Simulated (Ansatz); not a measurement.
Cs2RbAsF6:
```
CELL_PARAMETERS angstrom
      0.00000     4.71547     4.71547
      4.71547     0.00000     4.71547
      4.71547     4.71547     0.00000
ATOMIC_POSITIONS crystal
  Cs 0.75000 0.75000 0.75000
  Cs 0.25000 0.25000 0.25000
  Rb 0.50000 0.50000 0.50000
  As 0.00000 0.00000 0.00000
  F  0.78191 0.21809 0.21809
  F  0.21809 0.78191 0.78191
  F  0.21809 0.78191 0.21809
  F  0.78191 0.21809 0.78191
  F  0.21809 0.21809 0.78191
  F  0.78191 0.78191 0.21809
```

Relaxed with r²SCAN. Special points in fractions of this cell's reciprocal vectors: Γ (0.000, 0.000, 0.000); X (0.500, 0.000, 0.500); U (0.625, 0.250, 0.625); K (0.375, 0.375, 0.750); L (0.500, 0.500, 0.500); W (0.500, 0.250, 0.750).

**Question.** List the band energies nearest the valence-band maximum at these points for r²SCAN with spin–orbit coupling in the plane-wave PAW code Ansatz.

**Answer.** In eV from the valence-band maximum; about four levels below and three above (degenerate sets whole), none deeper than 8.9 eV; points with the same levels are listed once.

```
k                                below                          above
-  -----------------------------------  -----------------------------
Γ  -2.93 -2.93 -2.93 -2.93 -0.42 -0.42  5.05 5.05 5.28 5.28 5.28 5.28
X              -2.94 -2.94 -0.27 -0.27            5.33 5.33 5.66 5.66
U              -2.96 -2.96 -0.18 -0.18            5.36 5.36 5.56 5.56
L                -2.97 -2.97 0.00 0.00            4.94 4.94 5.31 5.31
W              -2.98 -2.98 -0.17 -0.17            5.38 5.38 5.61 5.61
```

Space group Fm-3m. The workflow started from a Materials Project entry (that database holds measured and hypothetical structures alike); the Crystallography Open Database copy checked does not list it. Its standing as an ambient phase is unchecked. The cell was relaxed with r²SCAN under the symmetry of its start; whether a distortion lowers the energy is not shown.

Potentials: the later of the program's two PAW sets.
